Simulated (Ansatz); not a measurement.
GaSb (rock salt, Fm-3m) under volume change, DFT-r²SCAN in the program Ansatz with PAW potentials, scaled uniformly.

| V (Å³/atom) | E − E(relaxed) (meV/atom) | P (GPa) |
|---|---|---|
| 21.513 | ? | ? |
| 22.222 | 19.0 | 4.55 |
| 22.932 | 4.5 | 2.08 |
| 23.641 | 0.0 | 0.00 |
| 24.350 | 4.0 | -1.75 |
| 25.059 | ? | ? |
| 25.768 | 31.8 | -4.41 |

Task: Complete the blanks.

Result: 
- 25.059, E − E(relaxed) (meV/atom): 15.0
- 25.059, P (GPa): -3.18
- 21.513, E − E(relaxed) (meV/atom): 45.5
- 21.513, P (GPa): 7.49

Task: What does a third-order Birch–Murnaghan fit give for V₀, B₀ and B′?

Result: V₀ = 23.64 Å³/atom, B₀ = 63.1 GPa, B′ = 4.9.

The start of the workflow was typed in or built on a structure type; neither database checked (COD, Materials Project) lists it. It is not the phase usual at ambient conditions (space group No. 216). The r²SCAN relaxation kept the symmetry of its start; its stability against distortions is not shown here. Scalar-relativistic: spin–orbit coupling is off unless named, which matters more the heavier the elements.

Potentials: the earlier of the program's two PAW sets.
